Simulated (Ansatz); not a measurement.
SnP$_{3}$ (space group R-3m)

```xyz
8
Lattice="3.6909 2.1309 3.4268 -3.6909 2.1309 3.4268 0.0000 -4.2618 3.4268" Properties=species:S:1:pos:R:3 pbc="T T T"
Sn     0.0000     0.0000     7.6302
Sn     0.0000     0.0000     2.6504
P      0.0000    -2.3095     3.9699
P      0.0000     2.3095     6.3106
P      2.0001     1.1547     3.9699
P     -2.0001    -1.1547     6.3106
P     -2.0001     1.1547     3.9699
P      2.0001    -1.1547     6.3106
```

E(V) scan at fixed shape, V₀ the volume above. The atoms relax within the cell's symmetry.

All values below come from PBEsol (plane waves to 420 eV, PAW, scalar-relativistic; Ansatz, a quantum-chemistry and plane-wave program). k mesh 9×9×9 (Γ-centred), Fermi-Dirac smearing 0.05 eV. Stress and pressure are positive under compression. SnP3 was relaxed with its symmetry unable to fall.

At one point of the scan the stress tensor (GPa) is:

```
   -1.7      0.0      0.0
    0.0     -1.7      0.0
    0.0      0.0     -1.1
```

### Question
Which point is it?
A. V/V₀ = 1.015
B. V/V₀ = 1.045
C. V/V₀ = 1.030
D. V/V₀ = 1.060

### Answer
C, V/V₀ = 1.030

(A scan under strain: stresses follow from slopes of the energy per volume, elastic moduli from its curvatures.)
